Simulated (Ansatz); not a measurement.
Relaxed-ion elastic tensor of Al2O3 in space group R3m (No. 160; Pearson symbol hR5) in GPa (Voigt order), r²SCAN (plane waves, PAW; program Ansatz); density 3.75 g/cm³, 9.03 Å³ per atom.

```
  411    235    102   18.6    0.0    0.0
  235    411    102  -18.6    0.0    0.0
  102    102    422    0.0    0.0    0.0
 18.6  -18.6    0.0    144    0.0    0.0
  0.0    0.0    0.0    0.0    144   18.6
  0.0    0.0    0.0    0.0   18.6   88.2
```

Q: Is the crystal mechanically stable?

A: Yes: the smallest eigenvalue of C is 82.5 GPa.

Q: Work out the Voigt, Reuss and Hill averages.

A: K_V = 236, K_R = 233, K_H = 234; G_V = 129, G_R = 116, G_H = 122 GPa.

Q: Give Young's modulus, Poisson's ratio, Pugh's ratio and the universal anisotropy index.

A: E = 9KG/(3K + G) = 312 GPa; ν = 0.28; K/G = 1.92 (ductile by the Pugh limit of 1.75); A_U = 5G_V/G_R + K_V/K_R − 6 = 0.58.

Q: Estimate the sound speeds and the Debye temperature.

A: v_l = √((K + 4G/3)/ρ) = 10300 m/s, v_t = √(G/ρ) = 5710 m/s, mean 6360 m/s; Θ = (h/k)(3n/4πV)^(1/3) v_m = 909 K.

Q: How much does each axis shrink under pressure?

A: Linear compressibilities β_i = Σ_j S_ij (j = 1 to 3): x 1.3, y 1.3, z 1.8 per TPa.

The first step of the workflow began from a Materials Project structure, measured or hypothetical; the Crystallography Open Database copy checked does not list it. It is not the phase usual at ambient conditions (space group No. 167). The r²SCAN relaxation kept the symmetry of its start; whether a distortion lowers the energy is not shown.

Potentials: the later of the program's two PAW sets.
